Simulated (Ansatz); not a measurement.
Total density of states per atom from r²SCAN (plane waves, PAW; program Ansatz), in 0.25 eV bins, energy from the Fermi level:

```
E (eV) | states/eV/atom
    -7.85 |  0.00
    -7.60 |  0.00
    -7.35 |  0.00
    -7.10 |  0.00
    -6.85 |  0.00
    -6.60 |  0.00
    -6.35 |  0.00
    -6.10 |  0.00
    -5.85 |  0.00
    -5.60 | ############################## 28.0
    -5.35 |  0.00
    -5.10 |  0.04
    -4.85 |  0.16
    -4.60 |  0.27
    -4.35 |  0.41
    -4.10 | # 0.65
    -3.85 | # 0.78
    -3.60 | # 0.85
    -3.35 |  0.27
    -3.10 |  0.34
    -2.85 | # 0.63
    -2.60 | # 0.75
    -2.35 | # 0.89
    -2.10 | ## 1.67
    -1.85 | ## 1.56
    -1.60 | # 0.98
    -1.35 | # 0.73
    -1.10 |  0.43
    -0.85 |  0.25
    -0.60 |  0.15
    -0.35 |  0.10
    -0.10 |  0.10
     0.15 |  0.12
     0.40 |  0.15
     0.65 |  0.19
     0.90 |  0.26
     1.15 |  0.34
     1.40 |  0.46
     1.65 | # 0.52
     1.90 | # 0.63
     2.15 | # 0.86
     2.40 | # 0.91
     2.65 | # 1.17
     2.90 | ## 1.63
     3.15 | ## 1.46
     3.40 | ## 2.06
     3.65 | ## 1.79
     3.90 |  0.38
     4.15 | # 1.12
     4.40 | ## 1.83
     4.65 | # 1.05
     4.90 | # 0.84
```

Q: Which of these materials gives this?
(A) BaTe, rock salt
(B) LuNi5, P6/mmm (Lu on 1a, Ni on 3g, Ni on 2c)
(C) LuSb, rock salt
(D) GePd, rock salt

A: C, LuSb, rock salt. Within 0.5 eV of the Fermi level: Lu 5d 59 %, Sb 5p 37 %. Projections are on Löwdin-orthogonalised atomic valence shells; empty p or d shells of many metals are not among them.

Space group Fm-3m (rock salt). The workflow started from a Materials Project entry (that database holds measured and hypothetical structures alike); the Crystallography Open Database copy checked does not list it. Its standing as an ambient phase is unchecked. The r²SCAN relaxation kept the symmetry of its start; of distortions, only those at the zone centre were tested. Scalar-relativistic: spin–orbit coupling is off unless named, which matters more the heavier the elements.

Potentials: the later of the program's two PAW sets.
